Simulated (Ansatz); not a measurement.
The relaxed structure here is a generated cell of Ir: the first start was made by a random draw of sites in a space group, and the end was not matched to a known phase here, so it may be hypothetical. Known forms of Ir include space group No. 225.

One stationary structure of Ir. Level of theory: r2SCAN (plane waves to 500 eV, PAW, scalar-relativistic; Ansatz, a program for electronic structure).

```xyz
1
Lattice="2.5512 0.0000 0.0000 0.0000 2.5512 0.0000 0.0000 0.0000 2.5512" Properties=species:S:1:pos:R:3 pbc="T T T"
Ir     1.2756     1.2756     1.2756
```

Find the space group and the Wyckoff positions (tolerance 0.01 Å).

Space group Pm-3m (No. 221); a = 2.5512 Å, b = 2.5512 Å, c = 2.5512 Å, α = 90.00°, β = 90.00°, γ = 90.00°

```
atom  site  symmetry       x       y       z
----  ----  --------  ------  ------  ------
Ir      1b      m-3m  0.5000  0.5000  0.5000
```

This is the AFLOW prototype A_cP1_221_a (A_h).

Give the shortest distances between elements (the closest pairs, up to four, under 3.6 Å).

Ir–Ir 2.55 Å.

```yaml
volume_per_atom: 16.60 Å³
band_gap: zero (metallic)
```

No spin polarisation in the result.

The run could not lose the symmetry of its start: the end is stationary, and may be a saddle point rather than a minimum.
